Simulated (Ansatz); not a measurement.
The relaxed structure here is a generated cell of P: the first start was made by placing the elements on the sites of a structure type, and the end was not matched to a known phase here, so it may be hypothetical. Known forms of P include space group No. 64.

One stationary structure of P. Method: PBEsol (plane waves to 420 eV, PAW, scalar-relativistic; Ansatz, a quantum-chemistry and plane-wave program).

```cif
data_P
_chemical_formula_sum 'P1'
_space_group_name_H-M_alt 'P 1'
_space_group_IT_number 1
_cell_length_a 2.42069
_cell_length_b 2.42069
_cell_length_c 2.42069
_cell_angle_alpha 90.000
_cell_angle_beta 90.000
_cell_angle_gamma 90.000
loop_
_space_group_symop_operation_xyz
  'x, y, z'
loop_
_atom_site_label
_atom_site_type_symbol
_atom_site_fract_x
_atom_site_fract_y
_atom_site_fract_z
_atom_site_occupancy
P1 P 0.50000 0.50000 0.50000 1
```

**Question.** Find the space group and the Wyckoff positions (tolerance 0.01 Å).

**Answer.** Space group Pm-3m (No. 221); a = b = c = 2.4207 Å, α = β = γ = 90.00°

| atom | site | symmetry | x | y | z |
|---|---|---|---|---|---|
| P | 1b | m-3m | 0.5000 | 0.5000 | 0.5000 |

This is the AFLOW prototype A_cP1_221_a (A_h).

**Question.** Give the shortest distances between elements (the closest pairs, up to four, under 3.6 Å).

**Answer.** P–P 2.42 Å.

```json
{
  "volume_per_atom": "14.18 Å³",
  "band_gap": "zero (metallic)"
}
```

No spin polarisation in the result. The relaxed primitive cell holds an odd number of electrons. A magnetic state may lie lower.

It was reached from a disturbed copy of a Cmce (No. 64) cell (black phosphorus structure), against which it lies -0.01 eV/atom.
